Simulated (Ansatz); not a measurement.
Data:

CaP3:
```
CELL_PARAMETERS angstrom
     -5.59298     0.00000     0.00000
     -1.00689    -1.75133    -5.31018
     -1.46814    -5.45904     0.00000
ATOMIC_POSITIONS crystal
  Ca 0.32344 0.35409 0.35956
  Ca 0.67656 0.64591 0.64044
  P  0.40066 0.90212 0.19962
  P  0.59934 0.09788 0.80038
  P  0.99366 0.99930 0.80329
  P  0.00634 0.00070 0.19671
  P  0.87367 0.39336 0.17585
  P  0.12633 0.60664 0.82415
```

This is the r²SCAN-relaxed structure.

### Question
All from r²SCAN (plane waves, PAW; program Ansatz), unless another level is named. Estimate the electronic character.

### Answer
no gap, with almost no states at the Fermi level (zero-gap or semimetallic).

### Question
And the formation energy from the elements (no fitted shifts)?

### Answer
-0.75 eV/atom.

### Question
And the HSE06 gap on the r²SCAN cell?

### Answer
0.31 eV (a hybrid on a coarse mesh can open a false gap in a semimetal).

Space group P-1. The workflow started from a Materials Project entry (that database holds measured and hypothetical structures alike); the Crystallography Open Database copy checked does not list it. Its standing as an ambient phase is unchecked. The r²SCAN relaxation kept the symmetry of its start; whether a distortion lowers the energy is not shown. The references are the lowest solids computed at this level, not always the standard phases.

Potentials: the later of the program's two PAW sets.
